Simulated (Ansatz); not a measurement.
BaTe (rock salt, Fm-3m), the program Ansatz at the PBEsol level (PAW), all energies at zero smearing, with the estimated change up to a 700 eV cutoff added, with one set of potentials and settings (totals compare only within such a set). Cell of 2 atoms (1 Ba, 1 Te): -12767.710 eV.

```
element              reference phase  E (eV/atom)
-------  ---------------------------  -----------
Ba        Im-3m, 1 atoms in the cell   -5862.6098
Te       P3_121, 3 atoms in the cell   -6901.5142
```

Formation energy per atom, worked out: (-12767.710 − 1×(-5862.6098) − 1×(-6901.5142))/2 = -1.793 eV/atom (-173 kJ per mol of atoms), at 0 K, without zero-point energy or fitted corrections.

The PBEsol relaxation kept the symmetry of its start. The references are the lowest solids computed at this level, not always the standard phases. Scalar-relativistic: spin–orbit coupling is off unless named, which matters more the heavier the elements.

Potentials: the later of the program's two PAW sets.
